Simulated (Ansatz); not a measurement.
Consider the following.

SrPd2:
```yaml
crystal:
  lattice:
    - [0.00000, 3.92824, 3.92824]
    - [3.92824, 0.00000, 3.92824]
    - [3.92824, 3.92824, 0.00000]
  atoms:
    - { symbol: Sr, position: [0.50000, 0.50000, 0.50000] }
    - { symbol: Sr, position: [0.75000, 0.75000, 0.75000] }
    - { symbol: Pd, position: [0.12500, 0.12500, 0.12500] }
    - { symbol: Pd, position: [0.62500, 0.12500, 0.12500] }
    - { symbol: Pd, position: [0.12500, 0.12500, 0.62500] }
    - { symbol: Pd, position: [0.12500, 0.62500, 0.12500] }
```

This is the r²SCAN-relaxed structure.

Question: All from DFT-r²SCAN in the program Ansatz with PAW potentials, unless another level is named. Give the density of states at the Fermi level.

Answer: 0.28 states/eV per atom (mean over ±0.08 eV).

Question: Next, the formation energy from the elements (no fitted shifts)?

Answer: -0.67 eV/atom.

Space group Fd-3m (cubic Laves (MgCu2 type)). The workflow started from an entry of the Crystallography Open Database (COD). Whether it is the stable phase at ambient conditions was not checked. Symmetry was held in the r²SCAN relaxation; whether a distortion lowers the energy is not shown. No spin polarisation was allowed. The references are the lowest solids computed at this level, not always the standard phases. Scalar-relativistic: spin–orbit coupling is off unless named, which matters more the heavier the elements.

Potentials: the later of the program's two PAW sets.
